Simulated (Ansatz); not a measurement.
Input and output of a single-point calculation on Be3CdS4 as one 8-atom ordering (I-42m) on the zincblende lattice (Ansatz 0.2.0, HSE06). Cell and atoms come from a relaxation with r2SCAN.

```yaml
crystal:
  lattice:
    - [-2.5762644584, 2.5762644584, 5.0450975486]
    - [2.5762644584, -2.5762644584, 5.0450975486]
    - [2.5762644584, 2.5762644584, -5.0450975486]
  atoms:
    - { symbol: Be, position: [0.75, 0.25, 0.5] }
    - { symbol: S, position: [0.1428694857, 0.5819409944, 0.0] }
    - { symbol: Be, position: [0.5, 0.5, 0.0] }
    - { symbol: S, position: [0.8571305143, 0.8571305143, 0.4390715087] }
    - { symbol: Be, position: [0.25, 0.75, 0.5] }
    - { symbol: S, position: [0.5819409944, 0.1428694857, 0.0] }
    - { symbol: Cd, position: [0.0, 0.0, 0.0] }
    - { symbol: S, position: [0.4180590056, 0.4180590056, 0.5609284913] }
kpoints:
  mp_grid: { grid: [4, 4, 4] }
  band_path:
    path:
      - [0.0, 0.0, 0.0]
      - [0.0, 0.0, 0.5]
      - [0.25, 0.25, 0.25]
      - [0.0, 0.5, 0.0]
      - [0.5, 0.5, -0.5]
      - [0.3151901165, 0.6848098835, -0.3151901165]
      - [-0.3151901165, 0.3151901165, 0.3151901165]
      - [-0.130380233, 0.130380233, 0.5]
      - [0.5, 0.5, -0.130380233]
    npoints: 1
hamiltonian:
  xc: hse06
scf:
  occupations: { method: fixed }
  n_extra_bands: 6
output:
  forces: true
  stress: true
  eigenvalues: true
```

Some lines of the output have been replaced by numbered gaps.
```
scf.n_extra_bands = 6 over 25 filled bands (N_el = 50.0): the run solves 31 bands
Functional definition: HSE06
Crystal: 8 atoms, lattice volume = 133.940 Å³
Basis set: ecut = 420 eV, 2641 PW (Γ)
Symmetry: 8 space group operations
Space group: I-42m (ITA 121)
k-points: 13 of 64 (time reversal used)
[warm-up without exact exchange]
SCF 1 stopped early in 2 iterations: F = -12148.132971 eV  dr2 = 1.22e-4
[exact exchange on]
Exchange kernel: α = 0.2500, screened, ω = 0.2079 Å⁻¹, Wigner–Seitz truncation, v(0) = 1046.0700 eV·Å³, q-mesh 4×4×4
SCF 2 stopped early in 6 iterations: F = -12154.910906 eV  dr2 = 1.48e-6
hybrid outer 1: dexx = +1.432e-2 eV, tail = 2.83e-5 eV
SCF 3 converged in 5 iterations: F = -12154.910936 eV  dr2 = 3.80e-10
hybrid outer 2: dexx = +2.863e-7 eV, tail = 2.20e-8 eV, Δε = 2.38e-3 eV, ΔF = 4.66e-4 eV/Å
hybrid SCF converged: 2 outer / 11 inner (+2 warm-up)
Free energy (F): -12154.910937 eV
[1]
--- Forces (eV/Å), atoms counted from 1 ---
  atom   1  Be      0.00000      0.00000      0.00000
  atom   2  S     -0.01131      0.01131    -0.01052
  atom   3  Be      0.00000      0.00000      0.00000
  atom   4  S     -0.01131    -0.01131      0.01052
  atom   5  Be      0.00000      0.00000      0.00000
  atom   6  S       0.01131    -0.01131    -0.01052
  atom   7  Cd      0.00000      0.00000      0.00000
  atom   8  S       0.01131      0.01131      0.01052
--- Stress (GPa, compression-positive) ---
       -0.537000       0.000000       0.000000
        0.000000      -0.537000       0.000000
        0.000000       0.000000      -0.466296
  P = ⅓ Tr σ = -0.5134 GPa (-5.134 kbar)
--- Band table (eV; the first three rows and the last of 13) ---
[2]
```

The rows of the band table are 0: (0, 0, 0) = Γ, 1: (0, 0, 1/4), 2: (0, 0, -1/2) = X, 12: (-1/2, -1/2, -1/2) = M.

Q: Give the withheld lines. They hold the Fermi energy and the band table.

A:
```
[1]
Fermi energy:    5.484464 eV
[2]
  k-point 0: bands = […, 2.1447, 2.9757, 2.9757, 5.1291, 5.4845, 5.4845, 9.5979, 10.1389, 10.9565, 12.3400, …]
  k-point 1: bands = […, 2.9272, 3.2352, 3.8602, 3.8637, 4.3629, 5.3026, 10.4522, 11.3512, 12.0614, 12.3711, …]
  k-point 2: bands = […, 3.6282, 3.9013, 4.2203, 4.4278, 4.9683, 5.0132, 10.6529, 10.9920, 11.5732, 12.4772, …]
  k-point 12: bands = […, 2.7542, 3.1454, 3.1454, 3.7021, 4.6808, 4.6808, 9.8045, 9.8045, 10.1282, 10.9820, …]
```
The trailing digits, and the zero of the energies, depend on the potentials and thresholds.

The HSE06 gap is direct at Γ: 4.11 eV. The gap is the least over the mesh and the extra points. At this geometry HSE06 finds -0.5 GPa, compression counted positive: its own equilibrium volume is smaller. The stress of a hybrid is loosely converged here.

Q: It ran on 1 × NVIDIA H100 80GB HBM3 with 2 threads of AMD EPYC 7R13 Processor (Zen 3), with other jobs on the host, load about 4.6 per core. About how long did it take, and what peak of host memory did it reach?

A: About 38 s, with a peak of 2.7 GiB.

All values are calculated for a non-magnetic cell, which may be hypothetical.

The runs are scalar-relativistic, without spin-orbit coupling.

The meshes of the hybrids are coarse, so their gaps aren't converged to the digits shown.
